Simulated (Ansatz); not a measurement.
# Kick test of a cell of CsAg

The structure comes from a generated guess, relaxed at this level; another structure or a mixture of phases may lie lower.

Theory: DFT PBE, scalar-relativistic, plane waves, PAW in Ansatz 0.2.0. Settings: cutoff 420 eV, Γ-centred mesh 6×6×6 on the computed 2-atom cell, Gaussian smearing of 0.02 eV; no spin polarisation.

The cell below (2 atoms, space group P-6m2 (No. 187)) is relaxed within its symmetry.

```
CELL_PARAMETERS angstrom
5.25251 0.00000 0.00000
-2.62625 4.54880 0.00000
0.00000 0.00000 4.75134
ATOMIC_POSITIONS crystal
Cs 0.00000 0.00000 0.00000
Ag 0.33333 0.66667 0.50000
```

For the test a repeat of it with 8 atoms (edges 5.25, 9.10, 9.50 Å) was strained at random (σ = 1.5 % a component), the atoms were moved at random (σ = 0.10 Å), and all was relaxed again on a coarse 4×2×2 mesh (in the run’s order of axes) with 0.10 eV smearing, with no symmetry imposed.

Q: Does it come back?

A: It returns, within 1 meV/atom of the unmoved cell on that mesh and with the same symmetry when read at 0.1 Å (P1 at 0.01 Å, so small strains and shifts remain). No instability shows in this cell; modes of other wave vectors, which need another repeat, aren't tested.
